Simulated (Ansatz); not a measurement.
Relaxed-ion elastic tensor of MgO (CsCl type, Pm-3m) in GPa (Voigt order), r²SCAN (plane waves, PAW; program Ansatz); density 3.71 g/cm³, 9.03 Å³ per atom.

|  | 1 | 2 | 3 | 4 | 5 | 6 |
|---|---|---|---|---|---|---|
| 1 | 624 | -74.8 | -74.8 | 0.0 | 0.0 | 0.0 |
| 2 | -74.8 | 624 | -74.8 | 0.0 | 0.0 | 0.0 |
| 3 | -74.8 | -74.8 | 624 | 0.0 | 0.0 | 0.0 |
| 4 | 0.0 | 0.0 | 0.0 | -61.7 | 0.0 | 0.0 |
| 5 | 0.0 | 0.0 | 0.0 | 0.0 | -61.7 | 0.0 |
| 6 | 0.0 | 0.0 | 0.0 | 0.0 | 0.0 | -61.7 |

Q: Is the crystal mechanically stable?

A: No: the smallest eigenvalue of C is -61.7 GPa.

This is a known high-pressure phase of the composition, computed here at zero pressure and temperature. The cell was relaxed with r²SCAN under the symmetry of its start. At this level the phase is mechanically unstable.

Potentials: the later of the program's two PAW sets.
